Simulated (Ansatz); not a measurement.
**Computed energy over volume and axial ratio: GaP (zinc blende)**

GaP (zinc blende)

```
CELL_PARAMETERS angstrom
      0.00000     2.75322     2.75322
      2.75322     0.00000     2.75322
      2.75322     2.75322     0.00000
ATOMIC_POSITIONS crystal
  P  0.75000 0.75000 0.75000
  Ga 0.00000 0.00000 0.00000
```

Two coordinates are scanned: the volume, and the ratio of the stretch along z (the conventional c axis) to the stretch across it. Atoms keep their fractional coordinates.

Level of theory: PBE (plane waves to 420 eV, PAW, scalar-relativistic; Ansatz, a program for electronic structure). k mesh 10×10×10 (Γ-centred), Fermi-Dirac smearing 0.05 eV. E stands for the smeared free energy. Compression counts positive. GaP was relaxed with its symmetry unable to fall. The PAW data are Ansatz's earlier set. The zero of ΔE is the relaxed starting cell.

ΔE (meV/atom), with V/V₀ across and (c/a)/(c/a)₀ down:

```tsv
(c/a)/(c/a)₀ \ V/V₀	0.960	0.980	1.000	1.020	1.040
0.920	27.7	21.6	19.8	22.1	27.9
0.960	13.5	7.0	5.0	7.0	12.6
1.000	8.7	2.1	0.0	1.9	7.4
1.040	13.6	7.1	5.1	7.1	12.6
1.080	28.5	22.2	20.4	22.5	28.2
```

σzz (GPa), with V/V₀ across and (c/a)/(c/a)₀ down:

```
(c/a)/(c/a)₀ \ V/V₀  0.960  0.980  1.000  1.020  1.040
-------------------  -----  -----  -----  -----  -----
0.920                 6.72   4.94   3.33   1.89   0.59
0.960                 5.25   3.44   1.82   0.36  -0.95
1.000                 3.45   1.63   0.01  -1.45  -2.75
1.040                 1.35  -0.45  -2.05  -3.49  -4.76
1.080                -0.98  -2.75  -4.32  -5.72  -6.96
```

Summary:

| Property | Value |
|---|---|
| Shear modulus C′ = (C11 − C12)/2 (fit, atoms clamped) | 36 GPa |
| Lowest place on the grid | V/V₀ = 1.000, (c/a)/(c/a)₀ = 1.000 (0.0 meV/atom) |
| Highest place on the grid | V/V₀ = 0.960, (c/a)/(c/a)₀ = 1.080 (28.5 meV/atom) |

(A scan under strain: stresses follow from slopes of the energy per volume, elastic moduli from its curvatures.)
